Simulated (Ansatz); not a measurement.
Input and output for Yb: DFT, PBE, all-electron LAPW, scalar-relativistic (Ansatz 0.2.0).

The cell comes from a relaxation on PAW files under the same functional, begun from a database entry that needn't be the ground state.

Command: `ansatz run input.yaml --threads 4 --pin off --max-ram 10240MiB --backend cpu --events-out ev --progress --plain --runs-dir out` It took 5 s on 4 threads of Intel(R) Xeon(R) 6975P-C (Granite Rapids), with other jobs on the host, peak memory 0.5 GiB.

```yaml
crystal:
  lattice:
    - [0.0, 2.6123942337, 2.6123942337]
    - [2.6123942337, 0.0, 2.6123942337]
    - [2.6123942337, 2.6123942337, 0.0]
  atoms:
    - { symbol: Yb, position: [0.0, 0.0, 0.0] }
kpoints:
  mp_grid: { grid: [16, 16, 16] }
scf:
  occupations: { method: fermi_dirac, width: 0.05 }
hamiltonian:
  xc: pbe
  pseudopotentials: { kind: all_electron, lapw: { basis_error: 0.0005 } }
output:
  forces: true
  stress: true
  eigenvalues: true
```

Output:

```
LAPW: plane waves up to 7.298 Å⁻¹, error target 5.0e-4 eV per atom; small_component_spin mean_spin; Yb in spheres of 1.847 Å, 34 of its electrons in bands, Dirac shells [] (how accurate: hamiltonian.pseudopotentials.lapw.basis_error, Limitations)
Engine: ansatz 0.2.0
Pseudopotentials: kind: all_electron
Pseudopotential: Yb, LAPW, valence charge 34, lapw/all_electron/scalar/gaussian/Yb, Koelling and Harmon's equation, gaussian nucleus
Functional definition: PBE
  parameter kappa = 0.804
  parameter beta = 0.06672455060314922
  exchange = pbe_x(kappa = kappa, mu = beta*pi^2/3)
  correlation = pbe_c(beta = beta)
Crystal: 1 atoms, lattice volume = 35.657 Å³
Basis set: ecut = 202.92874187383285 eV, 259 PW (Γ), exchange–correlation at level 2
Bands: 21, of which v1, the nominal top of the filled ones, is band 17 counted from 1 (16 counted from 0)
Symmetry: 48 space group operations
Space group: Fm-3m (ITA 225), of the structure as read, at distance tolerance 3.3e-5 Å
k-points: 145 of 4096
Non-local potential: Yb, projectors of the file, none
Initial density: superposition of atomic densities (chi_scale 0.1, normalization cell)
Initial wavefunctions: plane waves of lowest kinetic energy (no species holds an atomic orbital)
Functional: x = pbe(κ = 0.804, μ = 0.2195149727645171), c = pbe(β = 0.06672455060314922)
iter 1 solved again at ethr=1.77e-3 eV; its pass at ethr=1.00e-1 eV (dr2=6.00e-1 eV) is discarded
SCF iter   1: F=—  HF=-382545.546082 eV  |F-HF|=—  |Δ(HF+E_count)|=         —  Δρ=4.23e-2  dr2=6.02e-1  ethr=1.77e-3  ⟨swp⟩=2.0  Hψ=19002  notcnv=0
preconditioner: auto → Kerker (q_TF=auto, 2.707 Å⁻¹)  [metal: Δε(μ)=0.004 eV  Ē_g=8.948 eV  σ=0.050 eV  W_gap=0.02  n_scr=14 (ndim 8)  ℏωp=29.2 eV  f_vac=0.002  D(μ)=24.56/eV (n_scr^D=868)]
SCF iter   2: F=—  HF=-382595.804511 eV  |F-HF|=—  |Δ(HF+E_count)|=    5.03e1  Δρ=2.43e-2  dr2=1.60e-1  ethr=1.77e-3  ⟨swp⟩=3.0  Hψ=9949  notcnv=0
SCF iter   3: F=—  HF=-382561.568196 eV  |F-HF|=—  |Δ(HF+E_count)|=    3.42e1  Δρ=1.60e-2  dr2=6.27e-2  ethr=4.71e-4  ⟨swp⟩=3.0  Hψ=9672  notcnv=0
SCF iter   4: F=—  HF=-382544.004515 eV  |F-HF|=—  |Δ(HF+E_count)|=    1.76e1  Δρ=7.57e-3  dr2=1.25e-2  ethr=1.84e-4  ⟨swp⟩=3.0  Hψ=11465  notcnv=0
SCF iter   5: F=—  HF=-382543.852365 eV  |F-HF|=—  |Δ(HF+E_count)|=   1.52e-1  Δρ=6.54e-3  dr2=9.84e-3  ethr=3.67e-5  ⟨swp⟩=2.0  Hψ=9549  notcnv=0
SCF iter   6: F=—  HF=-382544.042673 eV  |F-HF|=—  |Δ(HF+E_count)|=   1.90e-1  Δρ=2.50e-2  dr2=2.12e-1  ethr=2.89e-5  ⟨swp⟩=3.0  Hψ=11271  notcnv=0  recentre
SCF iter   7: F=—  HF=-382543.477085 eV  |F-HF|=—  |Δ(HF+E_count)|=   5.66e-1  Δρ=1.54e-2  dr2=8.74e-2  ethr=2.89e-5  ⟨swp⟩=2.0  Hψ=8836  notcnv=0
SCF iter   8: F=—  HF=-382543.186123 eV  |F-HF|=—  |Δ(HF+E_count)|=   2.91e-1  Δρ=2.88e-3  dr2=2.41e-3  ethr=2.89e-5  ⟨swp⟩=2.9  Hψ=9379  notcnv=0
SCF iter   9: F=—  HF=-382543.185350 eV  |F-HF|=—  |Δ(HF+E_count)|=   7.73e-4  Δρ=2.46e-3  dr2=1.79e-3  ethr=7.10e-6  ⟨swp⟩=2.0  Hψ=9248  notcnv=0
iter 10 solved again at ethr=3.81e-7 eV; its pass at ethr=5.26e-6 eV (dr2=1.29e-4 eV) is discarded
SCF iter  10: F=—  HF=-382543.162512 eV  |F-HF|=—  |Δ(HF+E_count)|=   2.28e-2  Δρ=5.01e-4  dr2=1.29e-4  ethr=3.81e-7  ⟨swp⟩=2.0  Hψ=15431  notcnv=0
SCF iter  11: F=—  HF=-382543.169460 eV  |F-HF|=—  |Δ(HF+E_count)|=   6.95e-3  Δρ=1.69e-3  dr2=9.80e-4  ethr=3.81e-7  ⟨swp⟩=3.0  Hψ=10119  notcnv=0  recentre
SCF iter  12: F=—  HF=-382543.162862 eV  |F-HF|=—  |Δ(HF+E_count)|=   6.60e-3  Δρ=3.05e-4  dr2=1.96e-5  ethr=3.81e-7  ⟨swp⟩=2.7  Hψ=9624  notcnv=0
SCF iter  13: F=—  HF=-382543.163204 eV  |F-HF|=—  |Δ(HF+E_count)|=   3.42e-4  Δρ=4.90e-4  dr2=8.56e-5  ethr=5.76e-8  ⟨swp⟩=3.0  Hψ=10597  notcnv=0
SCF iter  14: F=—  HF=-382543.162600 eV  |F-HF|=—  |Δ(HF+E_count)|=   6.04e-4  Δρ=1.91e-4  dr2=1.40e-5  ethr=5.76e-8  ⟨swp⟩=2.0  Hψ=9485  notcnv=0
SCF iter  15: F=—  HF=-382543.162518 eV  |F-HF|=—  |Δ(HF+E_count)|=   8.21e-5  Δρ=7.49e-5  dr2=2.06e-6  ethr=4.11e-8  ⟨swp⟩=2.0  Hψ=9484  notcnv=0
SCF iter  16: F=—  HF=-382543.162504 eV  |F-HF|=—  |Δ(HF+E_count)|=   1.42e-5  Δρ=1.11e-5  dr2=5.51e-8  ethr=6.06e-9  ⟨swp⟩=2.0  Hψ=9486  notcnv=0
SCF iter  17: F=—  HF=-382543.162503 eV  |F-HF|=—  |Δ(HF+E_count)|=   3.30e-7  Δρ=1.94e-6  dr2=1.82e-9  ethr=1.62e-10  ⟨swp⟩=2.0  Hψ=9485  notcnv=0
SCF iter  18: F=-382543.162503 eV  HF=-382543.162503 eV  |F-HF|=4.07e-10  |Δ(HF+E_count)|=   1.09e-8  Δρ=3.78e-7  dr2=4.14e-11  ethr=5.34e-12  ⟨swp⟩=2.2  Hψ=9508  notcnv=0
SCF 1 converged in 18 iterations: F = -382543.162503 eV  dr2 = 4.14e-11
SCF converged after 18 iterations
Free energy (F): -382543.162503 eV
Harris-Foulkes:  -382543.162503 eV  (|F-HF|=4.07e-10)
Internal energy: -382543.151642 eV  (E = F + TS)
E sigma→0 (E₀):  -382543.157073 eV
Entropy (-TS):   -0.010861 eV (-10.861 meV/atom)
Fermi energy:    11.987557 eV
--- Per-component energies (eV) ---
  E_band       = -1601.315343
  E_kinetic    = 423008.495410
  E_xc         = -8002.793545
  E_electrostatic = -797548.853507  (all electrons and nuclei)
  E_smearing   = -0.010861  (= −TS)
  E_closure    = 0.000000  (closes the sum)
  E_atoms      = -382541.444210  (free atoms, spherical and without spin; not in F)
  Σ components = -382543.162503   (vs F -382543.162503, Δ=0.00e0)
  Basis errors (estimates in eV, not in F): energy 3.0e-5 per atom: plane waves 1.1e-5 (5.3e-6 summed), levels above the bands 9.2e-44, relativity 3.3e-8, radial functions 2.0e-5, core shells 3.5e-9; eigenvalues (radial functions only) 2.7e-7; not estimated: angular momenta, meshes, grids; target (lapw.basis_error) 5.0e-4; muffin-tin radii Yb 1.847 Å
--- Forces (eV/Å), atoms counted from 1 ---
  atom   1  Yb    -0.00000000     0.00000000    -0.00000000
  max |Σ_I F_I| component: 2.79e-31 eV/Å
--- Stress (GPa, compression-positive) ---
        0.002358       0.000000       0.000000
        0.000000       0.002358       0.000000
        0.000000       0.000000       0.002358
  P = ⅓ Tr σ = 0.0024 GPa (0.024 kbar)
--- Band table (eV; the first three rows and the last of 145) ---
  k-point 0: bands = ["-163.2573", "-163.2573", "-163.2573", "-163.2410", "-163.2410", "-39.6377", "-11.8543", "-11.8543", "-11.8543", "6.7775", "11.4744", "11.5703", "11.5703", "11.5703", "11.6666", "11.6666", "11.6666", "14.8508", "14.8508", "14.8508", "17.0020"]
  k-point 1: bands = ["-163.2573", "-163.2573", "-163.2573", "-163.2410", "-163.2410", "-39.6371", "-11.8682", "-11.8561", "-11.8561", "6.8694", "11.4753", "11.5686", "11.5725", "11.5725", "11.6613", "11.6613", "11.6667", "14.7234", "14.8993", "14.8993", "16.9412"]
  k-point 2: bands = ["-163.2573", "-163.2573", "-163.2573", "-163.2410", "-163.2410", "-39.6352", "-11.9076", "-11.8613", "-11.8613", "7.1393", "11.4782", "11.5638", "11.5788", "11.5788", "11.6472", "11.6472", "11.6671", "14.3936", "15.0182", "15.0182", "16.8129"]
  k-point 144: bands = ["-163.2573", "-163.2573", "-163.2573", "-163.2410", "-163.2410", "-39.6148", "-12.0843", "-12.0843", "-11.9857", "11.4937", "11.5200", "11.5677", "11.5677", "11.5922", "11.5922", "11.6283", "11.9690", "12.7726", "12.7726", "14.8389", "19.0554"]
```

Next run (no relativity), as changes to the input before:

```diff
   xc: pbe
-  pseudopotentials: { kind: all_electron, lapw: { basis_error: 0.0005 } }
+  pseudopotentials:
+    kind: all_electron
+    lapw: { basis_error: 0.0005 }
+    relativity: none
 output:
```

Results part of the output:

```
SCF 1 converged in 9 iterations: F = -364505.983839 eV  dr2 = 2.32e-9
SCF converged after 9 iterations
Free energy (F): -364505.983839 eV
Harris-Foulkes:  -364505.983839 eV  (|F-HF|=1.92e-9)
Internal energy: -364505.976328 eV  (E = F + TS)
E sigma→0 (E₀):  -364505.980084 eV
Entropy (-TS):   -0.007512 eV (-7.512 meV/atom)
Fermi energy:    12.240944 eV
--- Per-component energies (eV) ---
  E_band       = -1573.513885
  E_kinetic    = 364408.302542
  E_xc         = -7616.109778
  E_electrostatic = -721298.169092  (all electrons and nuclei)
  E_smearing   = -0.007512  (= −TS)
  E_closure    = 0.000000  (closes the sum)
  E_atoms      = -364504.380002  (free atoms, spherical and without spin; not in F)
  Σ components = -364505.983839   (vs F -364505.983839, Δ=0.00e0)
  Basis errors (estimates in eV, not in F): energy 1.0e-4 per atom: plane waves 9.0e-5 (4.6e-5 summed), levels above the bands 1.8e-42, relativity 0.0e0, radial functions 1.5e-5, core shells 1.2e-8; eigenvalues (radial functions only) 3.6e-7; not estimated: angular momenta, meshes, grids; target (lapw.basis_error) 5.0e-4; muffin-tin radii Yb 1.847 Å
--- Forces (eV/Å), atoms counted from 1 ---
  atom   1  Yb    -0.00000000     0.00000000    -0.00000000
  max |Σ_I F_I| component: 6.98e-32 eV/Å
--- Stress (GPa, compression-positive) ---
        6.332072       0.000000      -0.000000
        0.000000       6.332072       0.000000
       -0.000000       0.000000       6.332072
  P = ⅓ Tr σ = 6.3321 GPa (63.321 kbar)
--- Band table (eV; the first three rows and the last of 145) ---
  k-point 0: bands = ["-161.9384", "-161.9384", "-161.9384", "-161.9321", "-161.9321", "-28.4544", "-8.7102", "-8.7102", "-8.7102", "8.0649", "9.5138", "9.5723", "9.5723", "9.5723", "9.6388", "9.6388", "9.6388", "14.9672", "14.9672", "14.9672", "17.1141"]
  k-point 1: bands = ["-161.9384", "-161.9384", "-161.9384", "-161.9321", "-161.9321", "-28.4522", "-8.7310", "-8.7128", "-8.7128", "8.1561", "9.5156", "9.5715", "9.5740", "9.5740", "9.6357", "9.6357", "9.6389", "14.8403", "15.0156", "15.0156", "17.0513"]
  k-point 2: bands = ["-161.9384", "-161.9384", "-161.9384", "-161.9321", "-161.9321", "-28.4461", "-8.7899", "-8.7202", "-8.7202", "8.4218", "9.5208", "9.5692", "9.5785", "9.5785", "9.6273", "9.6273", "9.6392", "14.5167", "15.1347", "15.1347", "16.9186"]
  k-point 144: bands = ["-161.9384", "-161.9384", "-161.9384", "-161.9321", "-161.9321", "-28.3791", "-9.0483", "-9.0483", "-8.9027", "9.5670", "9.5741", "9.5741", "9.6030", "9.6044", "9.6044", "9.6107", "12.0636", "13.1320", "13.1320", "15.6158", "19.1607"]
```

Next run (spin-orbit coupling on), as changes to the input before:

```diff
   xc: pbe
-  pseudopotentials:
-    kind: all_electron
-    lapw: { basis_error: 0.0005 }
-    relativity: none
+  pseudopotentials: { kind: all_electron, lapw: { basis_error: 0.0005 } }
 output:
   eigenvalues: true
+magnetization:
+  noncollinear: true
+  spin_orbit: true
```

Command: `ansatz run input.yaml --threads 4 --pin off --max-ram 10240MiB --backend cpu --events-out ev --progress --plain --runs-dir out` It took 39 s on 4 threads of Intel(R) Xeon(R) 6975P-C (Granite Rapids), on a shared host, peak memory 0.83 GiB.

Results part of the output:

```
SCF 1 converged in 19 iterations: F = -382984.003415 eV  dr2 = 3.55e-10
SCF converged after 19 iterations
Magnetization: |M| = 0.0000 μB,  M = (+0.0000, +0.0000, +0.0000) μB
Absolute magnetization: 0.0000 μB (∫|m|)
  site 0: m = (+0.0000, +0.0000, +0.0000) μB, |m| = 0.0000 μB  (R = 1.85 Å)
Free energy (F): -382984.003415 eV
Harris-Foulkes:  -382984.003415 eV  (|F-HF|=9.14e-9)
Internal energy: -382983.976764 eV  (E = F + TS)
E sigma→0 (E₀):  -382983.990090 eV
Entropy (-TS):   -0.026651 eV (-26.651 meV/atom)
Fermi energy:    12.010158 eV
--- Per-component energies (eV) ---
  E_band       = -1615.452270
  E_kinetic    = 425355.225710
  E_xc         = -8017.265434
  E_electrostatic = -800321.937041  (all electrons and nuclei)
  E_smearing   = -0.026651  (= −TS)
  E_closure    = 0.000000  (closes the sum)
  E_atoms      = -382982.120502  (free atoms, spherical and without spin; not in F)
  Σ components = -382984.003415   (vs F -382984.003415, Δ=0.00e0)
  Basis errors (estimates in eV, not in F): energy 2.7e-5 per atom: plane waves 1.1e-5 (5.4e-6 summed), levels above the bands 3.9e-43, relativity 3.5e-8, radial functions 1.6e-5, core shells 4.7e-9; eigenvalues (radial functions only) 2.8e-7; not estimated: angular momenta, meshes, grids; target (lapw.basis_error) 5.0e-4; muffin-tin radii Yb 1.847 Å
--- Forces (eV/Å), atoms counted from 1 ---
  atom   1  Yb    -0.00000000    -0.00000000     0.00000000
  max |Σ_I F_I| component: 8.62e-27 eV/Å
--- Stress (GPa, compression-positive) ---
       -0.734243      -0.000000       0.000000
       -0.000000      -0.734243       0.000000
        0.000000       0.000000      -0.734243
  P = ⅓ Tr σ = -0.7342 GPa (-7.342 kbar)
--- Band table (eV; the first three rows and the last of 145) ---
  k-point 0: bands = ["-169.1808", "-169.1808", "-169.1808", "-169.1808", "-160.0138", "-160.0138", "-160.0048", "-160.0048", "-160.0048", "-160.0048", "-39.9024", "-39.9024", "-16.6383", "-16.6383", "-10.3680", "-10.3680", "-10.3680", "-10.3680", "6.7638", "6.7638", "10.4138", "10.4138", "10.4343", "10.4343", "10.4343", "10.4343", "11.7300", "11.7300", "11.7371", "11.7371", "11.8047", "11.8047", "11.8047", "11.8047", "14.6874", "14.6874", "14.6874", "14.6874", "14.8862", "14.8862", "16.9011", "16.9011"]
  k-point 1: bands = ["-169.1808", "-169.1808", "-169.1808", "-169.1808", "-160.0138", "-160.0138", "-160.0048", "-160.0048", "-160.0048", "-160.0048", "-39.9018", "-39.9018", "-16.6415", "-16.6415", "-10.3802", "-10.3802", "-10.3702", "-10.3702", "6.8553", "6.8553", "10.4133", "10.4133", "10.4340", "10.4340", "10.4340", "10.4340", "11.7282", "11.7282", "11.7381", "11.7381", "11.8020", "11.8020", "11.8030", "11.8030", "14.5994", "14.5994", "14.7304", "14.7304", "14.9018", "14.9018", "16.8340", "16.8340"]
  k-point 2: bands = ["-169.1808", "-169.1808", "-169.1808", "-169.1808", "-160.0138", "-160.0138", "-160.0048", "-160.0048", "-160.0048", "-160.0048", "-39.8999", "-39.8999", "-16.6508", "-16.6508", "-10.4145", "-10.4145", "-10.3765", "-10.3765", "7.1237", "7.1237", "10.4124", "10.4124", "10.4334", "10.4334", "10.4334", "10.4334", "11.7231", "11.7231", "11.7412", "11.7412", "11.7949", "11.7949", "11.7989", "11.7989", "14.2959", "14.2959", "14.8325", "14.8325", "15.0143", "15.0143", "16.6854", "16.6854"]
  k-point 144: bands = ["-169.1808", "-169.1808", "-169.1808", "-169.1808", "-160.0138", "-160.0138", "-160.0048", "-160.0048", "-160.0048", "-160.0048", "-39.8799", "-39.8799", "-16.7496", "-16.7496", "-10.6467", "-10.6467", "-10.5668", "-10.5668", "10.4151", "10.4151", "10.4229", "10.4229", "10.4312", "10.4312", "11.6122", "11.6122", "11.7104", "11.7104", "11.7441", "11.7441", "11.7687", "11.7687", "11.9351", "11.9351", "12.5977", "12.5977", "12.8292", "12.8292", "14.7765", "14.7765", "18.8848", "18.8848"]
```
